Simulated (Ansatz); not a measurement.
SnSeS:
```yaml
crystal:
  lattice:
    - [3.74628, 0.00000, 0.00000]
    - [-1.87314, 3.24437, 0.00000]
    - [0.00000, 0.00000, 6.14536]
  atoms:
    - { symbol: Sn, position: [0.33333, 0.66667, 0.00780] }
    - { symbol: Se, position: [0.00000, 0.00000, 0.74912] }
    - { symbol: S, position: [0.66667, 0.33333, 0.24308] }
```

x, y and z are the axes in which the lattice vectors are written.

Q: Give the proper piezoelectric stress tensor with relaxed ions from plane-wave PAW r²SCAN+D4 (Ansatz code).

A: In C/m², rows x, y, z, Voigt columns; mesh uncertainty up to 0.00.
```
 0.00   0.00   0.00   0.00   0.05   0.15
 0.15  -0.15   0.00   0.05   0.00   0.00
 0.00   0.00   0.07   0.00   0.00   0.00
```

The elastic tensor of the same run (GPa):

```
 120  32.3  10.2  -0.6   0.0   0.0
32.3   120  10.2   0.6   0.0   0.0
10.2  10.2  25.2   0.0   0.0   0.0
-0.6   0.6   0.0   8.1   0.0   0.0
 0.0   0.0   0.0   0.0   8.1  -0.6
 0.0   0.0   0.0   0.0  -0.6  44.1
```

Q: Convert to strain constants d = e·S.

A: In pC/N:
```
 0.0   0.0   0.0   0.0   6.0   3.6
 1.8  -1.8   0.0   6.0   0.0   0.0
-0.2  -0.2   2.8   0.0   0.0   0.0
```

Space group P3m1. The first step of the workflow began from a Materials Project structure, measured or hypothetical; the Crystallography Open Database copy checked does not list it. With Se and S taken as one species the cell has the higher symmetry P-3m1, so it may be an ordered model of a mixed-site phase. Its standing as an ambient phase is unchecked. Symmetry was held in the r²SCAN+D4 relaxation; whether a distortion lowers the energy is not shown. Signs of piezoelectric constants follow the polarity of the cell as given. Scalar-relativistic: spin–orbit coupling is off unless named, which matters more the heavier the elements.

Potentials: the later of the program's two PAW sets.
